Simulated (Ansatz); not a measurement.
Data:

CdSe (zinc blende)

```xyz
2
Lattice="0.0000 3.0981 3.0981 3.0981 0.0000 3.0981 3.0981 3.0981 0.0000" Properties=species:S:1:pos:R:3 pbc="T T T"
Se     4.6472     4.6472     4.6472
Cd     0.0000     0.0000     0.0000
```

Scan: atom 2 (Cd, nearest neighbour Se at 2.683 Å; its periodic images, 4.4 Å or more away, move with it) is displaced along Cartesian x, direction (1.000, 0.000, 0.000) in Cartesian axes, by s. The other atoms stay.

Computed with PBE (plane waves to 420 eV, PAW, scalar-relativistic; Ansatz, an electronic-structure program). k mesh 8×8×8 (Γ-centred), Fermi-Dirac smearing 0.05 eV. The energy includes the smearing's −TS. CdSe was relaxed with its symmetry unable to fall. ΔE is measured from the undisplaced structure.

The scan covers s from -0.540 to 0.540 Å in 11 points.

Problem. Is this a single well or a double well?

Solution. A single well with its minimum at or next to zero displacement.

Problem. Is the energy the same for equal positive and negative displacements?

Solution. Even: the same for both signs. With its periodic images moving along, the atom's site symmetry in this cell is -43m.

Problem. What is the force constant k = d²E/ds² of this move at s = 0?

Solution. 4.07 eV/Å².

Problem. With two atoms in the cell this is the zone-centre optical mode. What wavenumber follows (transverse: no LO-TO term)?

Solution. 154 cm⁻¹.

(A displaced cell: forces are minus the slopes of the energy, force constants its curvatures, and phonons follow from these.)
